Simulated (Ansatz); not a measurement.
Given:

ZrSi:
```xyz
2
Lattice="0.0000 2.6983 2.6983 2.6983 0.0000 2.6983 2.6983 2.6983 0.0000" Properties=species:S:1:pos:R:3 pbc="T T T"
Si     0.0000     0.0000     0.0000
Zr     2.6983     2.6983     2.6983
```

This is the PBE-relaxed structure.

### Question
All from plane-wave PAW PBE (Ansatz code), unless another level is named. Give the formation energy from the elements (no fitted shifts).

### Answer
-0.70 eV/atom.

### Question
Predict the density of states at the Fermi level.

### Answer
0.22 states/eV per atom (mean over ±0.08 eV).

### Question
Give the gap with spin–orbit coupling.

### Answer
none (metallic).

Space group Fm-3m (rock salt). The cell is a constructed one: a structure type filled with these elements; neither database checked (COD, Materials Project) lists it. COD files the formula under space group No. 62, 63, so this cell is another polymorph or a model. Its standing as an ambient phase is unchecked. The cell was relaxed with PBE under the symmetry of its start; of distortions, only those at the zone centre were tested. The run is not spin-polarised. The references are the lowest solids computed at this level, not always the standard phases. Scalar-relativistic: spin–orbit coupling is off unless named, which matters more the heavier the elements.

Potentials: the later of the program's two PAW sets.
